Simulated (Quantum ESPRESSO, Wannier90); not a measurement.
# ZnCdS$_{2}$ (P3m1): Wannier90 run

```
begin unit_cell_cart
ang
    4.0108001345    0.0000000000    0.0000000000
   -2.0054000672    3.4734548059    0.0000000000
    0.0000000000    0.0000000000    6.6306000000
end unit_cell_cart
begin atoms_frac
Zn   0.0000000000  0.0000000000 -0.0002400000
Cd   0.3333333333 -0.3333333333 -0.4943800000
S    0.3333333333 -0.3333333333 -0.1079900000
S    0.0000000000  0.0000000000  0.3546000000
end atoms_frac
```

Cell from Materials Project (mp-1215475), symmetrised, no further relaxation. Not found in the COD (Crystallography Open Database) copy used; not checked further. Level: PBEsol, no spin polarisation, no spin-orbit coupling; pw.x of Quantum ESPRESSO at 82 Ry with PseudoDojo potentials, 6×6×4 k-points, Wannier90. Density: 12×12×6 mesh, cold smearing 0.01 Ry.

Bands 9-10,21-26 form an isolated set from -12.59 to 0.00 eV relative to the valence-band maximum (on the path) and are turned into 8 Wannier functions by minimising the spread from the start: SCDM (isolated). Bands 11–15 (Cd 4d 93 %), 16–20 (Zn 3d 93 %) lie between the kept ones and are excluded.

Q: Where do the functions sit, how wide are they and what are they made of?

A: 
```json
[
 {"functions": "4", "spread (Å²)": "2.10", "nearest atom, distance (Å)": "S 0.66", "second atom, distance (Å)": "Zn 1.80", "weight on atomic waves": "S 3p 58 %, S 3s 23 %, Zn 4s 9 %"},
 {"functions": "3", "spread (Å²)": "2.08", "nearest atom, distance (Å)": "S 0.62", "second atom, distance (Å)": "Cd 1.90", "weight on atomic waves": "S 3p 61 %, S 3s 22 %, Cd 5s 9 %"},
 {"functions": "1", "spread (Å²)": "2.30", "nearest atom, distance (Å)": "S 0.60", "second atom, distance (Å)": "Zn 1.75", "weight on atomic waves": "S 3p 56 %, S 3s 22 %, Zn 4s 9 %"}
]
```

Ω_I = 16.25 Å², Ω_total = 16.94 Å²; the interpolated bands follow pw.x to 6.9 meV rms on the path. It is the lowest total spread that any start reached here.
